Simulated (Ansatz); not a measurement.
Space group Pm-3m (No. 221). a = 3.663 Å, b = 3.663 Å, c = 3.663 Å, α = 90.00°, β = 90.00°, γ = 90.00°
| atom | site | symmetry | x | y | z |
| --- | --- | --- | --- | --- | --- |
| Fe | 3c | 4/mm.m | 0.0000 | 0.5000 | 0.5000 |
| Ge | 1a | m-3m | 0.0000 | 0.0000 | 0.0000 |

Equation of state of this Fe3Ge structure (not necessarily the ground state), with shape and atoms relaxed at each volume where symmetry leaves them free. It has no gap at any of these volumes. Method: DFT r2SCAN, scalar-relativistic, plane waves, PAW (Ansatz 0.2.0).

Cutoff 500 eV; k points 12×12×12 on the computed 4-atom cell (Γ-centred); Gaussian smearing, width 0.10 eV; collinear spin.

```tsv
V (Å³/atom)	E − E(largest V) (meV/atom)	P (GPa)
11.547	6.10	11.74
11.915	-13.62	5.42
12.284	-19.68	0.00
12.652	-14.32	-4.42
13.021	0.00	-8.08
```

Fit a third-order Birch–Murnaghan equation to E(V).

V0 = 12.28 Å³/atom, B0 = 162 GPa, B0' = 5.9.

The state reached may not be the lowest one. Only parallel moments were tried here.

Cost: 5 runs of about 9.4 core-minutes in all, on Arm Neoverse V2 (shared hosts).